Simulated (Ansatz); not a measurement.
YHg: zone-centre modes under pressure

YHg, Pm-3m, a = 3.624 Å. The structure is a COD entry; whether it is the stable form wasn't checked. Ansatz: LDA, PAW, 420 eV, Γ-centred 12×12×12 mesh on 2 atoms, Fermi-Dirac smearing 0.15 eV; no spin polarisation. Cell and atoms are relaxed at each pressure with the symmetry kept; optical modes at Γ by linear response, in cm⁻¹, the highest.

```tsv
P (GPa)	V (Å³/atom)	ω1
0	23.795	105.2
5	22.535	?
15	20.756	146.2
```

Q: Get the mode's Grüneisen parameter γ = −d ln ω/d ln V from the other rows and predict the missing frequency.

A: ln(V/V0) = 0.0000, -0.0544, -0.1366; a line through ln(ω/ω0) of the 2 known rows gives ω1: γ = 2.409, predicted 119.9, computed 121.2. The miss is 1.0 %: γ isn't constant over this range. In a metal these frequencies hang on the mesh and smearing.

Spin–orbit coupling is left out, which can shift energies with elements as heavy as these.